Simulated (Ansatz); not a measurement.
Tl: stiffness from a series of strains

```xyz
2
Lattice="3.4560 0.0000 0.0000 -1.7280 2.9930 0.0000 0.0000 0.0000 5.5250" Properties=species:S:1:pos:R:3 pbc="T T T"
Tl    0.0000    1.9953    1.3813
Tl    1.7280    0.9977    4.1438
```

Atom numbers follow the list: Tl1, Tl2.

The cell is a measured one (Crystallography Open Database entry 9008519); the temperature and pressure of the measurement aren't taken into account, and nothing was relaxed.

Spin–orbit coupling is left out, though it moves levels of the heavy atoms by tenths of an eV or more.

The calculation used Ansatz 0.2.0, DFT, LDA, all-electron LAPW, scalar-relativistic.

The runs use a Γ-centred 11×11×6 k mesh, Fermi–Dirac smearing of 0.05 eV, basis error target 0.5 meV/atom, no spin polarisation.

The strain is applied along the Cartesian axes of the cell as listed (the other components stay zero). Fractional coordinates are held (clamped ions).

σ is the change of stress from the unstrained cell, which is at -1.77 GPa; tension is positive, so slopes are stress–strain coefficients at that pressure. In a metal the k mesh adds noise.

Only quantities that a quadratic follows smoothly over the whole series are listed; rougher ones are left out.

```
εxx = εyy  σzz (GPa)  σxx (GPa)
  -0.0200      -1.05      -1.58
   0.0000       0.00       0.00
   0.0100       0.55       0.57
   0.0200       1.00       1.10
```

Question: Fit the series and read off the stiffness at zero strain.

Answer: Least-squares fits y = p0 + p1 x + p2 x² to the rows give σzz (GPa): p1 = 51.6, p2 = -100; σxx (GPa): p1 = 66.7, p2 = -560. So C13 + C23 = 52 GPa and C11 + C12 = 67 GPa, for these axes.

Question: One run, at εxx = εyy = -0.0100, is withheld. Predict its row.

Answer: The fits give -0.51, -0.74; the run gave -0.55, -0.70.
